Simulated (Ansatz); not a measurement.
Si₂Ni:
```xyz
3
Lattice="0.0000 2.6935 2.6935 2.6935 0.0000 2.6935 2.6935 2.6935 0.0000" Properties=species:S:1:pos:R:3 pbc="T T T"
Si     1.3468     1.3468     1.3468
Si     4.0403     4.0403     4.0403
Ni     0.0000     0.0000     0.0000
```

Relaxed with r²SCAN.

### Question
Map the electron localisation function on the plane through (0.250, 0.250, 0.250) spanned by u = [1, 0, 0] and v = [-1, 1, 1] in lattice vectors, from r²SCAN (plane waves, PAW; program Ansatz).

### Answer
x is the fraction of u, y of v (the angle between them is 90°; rows are the nearest grid lines); atoms in the plane: Si at (0.00, 0.00), Si at (0.00, 0.50), Ni at (0.50, 0.75).
```
|*=-=**+=-::-=+**=-=*|
|=--+##+-::::-+##+--=|
|--+##*=:....:=*##+--|
|**##*-..:--:..-*##**|
|###*=:.:+%%+:.:=*###|
|***+-.:=%@@%=:.-+***|
|***+-.:=%@@%=:.-+***|
|***+-:.-#@@#-.:-+***|
|*##*+:.:-++-:.:+*##*|
|-=+##*-:....:-*##+=-|
|--=*##+-:..:-+##*=--|
|+=-+**+=-::-=+**+-=+|
|+=:-+*+=-::-=+*+-:=+|
|-::-===-:..:-===-::-|
|------:......:------|
|**+=-:.      .:-=+**|
|**+=-.        .-=+**|
|**+=:.        .:=+**|
|**+=:.        .:=+**|
|#**=-.        .-=**#|
|**+=-:.      .:-=+**|
|-::-==-:....:-==-::-|
|=-:-=+=-::::-=+=-:-=|
|*=-=**+=-::-=+**=-=*|
```
Scale: ten equal steps from 0.010 (start of ' ') to 0.983 (end of '@'), in the order ' .:-=+*#%@'; x runs from 0.000 to 1.00, y from 0.000 (bottom) to 1.00 (top).

The density is the valence pseudo-density with augmentation charge, so density and ELF within about 1 Å of a nucleus are not all-electron values.

Space group Fm-3m (fluorite or antifluorite type). The cell was relaxed with r²SCAN under the symmetry of its start; of distortions, only those at the zone centre were tested. No spin polarisation was allowed.

Potentials: the earlier of the program's two PAW sets.
